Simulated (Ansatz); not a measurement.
ZnO:
```
ZnO
1.0
    3.18716     0.00000     0.00000
   -1.59358     2.76016     0.00000
    0.00000     0.00000     5.15318
Zn O
2 2
Cartesian
  1.59358   0.92005   2.58159
  0.00000   1.84011   0.00500
  1.59358   0.92005   4.53139
  0.00000   1.84011   1.95480
```

Cartesian axes are those of the cell as given.

### Question
Give the proper piezoelectric stress tensor with relaxed ions from plane-wave PAW LDA (Ansatz code).

### Answer
In C/m², rows x, y, z, Voigt columns; mesh uncertainty up to 0.01.
```
 0.00   0.00   0.00   0.00  -0.54   0.00
 0.00   0.00   0.00  -0.54   0.00   0.00
-0.70  -0.70   1.33   0.00   0.00   0.00
```

The elastic tensor of the same run (GPa):

```
 221   139   124   0.0   0.0   0.0
 139   221   124   0.0   0.0   0.0
 124   124   238   0.0   0.0   0.0
 0.0   0.0   0.0  37.7   0.0   0.0
 0.0   0.0   0.0   0.0  37.7   0.0
 0.0   0.0   0.0   0.0   0.0  41.0
```

### Question
Convert to strain constants d = e·S.

### Answer
In pC/N:
```
  0.0    0.0    0.0    0.0  -14.2    0.0
  0.0    0.0    0.0  -14.2    0.0    0.0
 -6.0   -6.0   11.8    0.0    0.0    0.0
```

Space group P6_3mc (wurtzite). The cell was relaxed with LDA under the symmetry of its start; phonons on a q-mesh show no instability.

Potentials: the earlier of the program's two PAW sets.
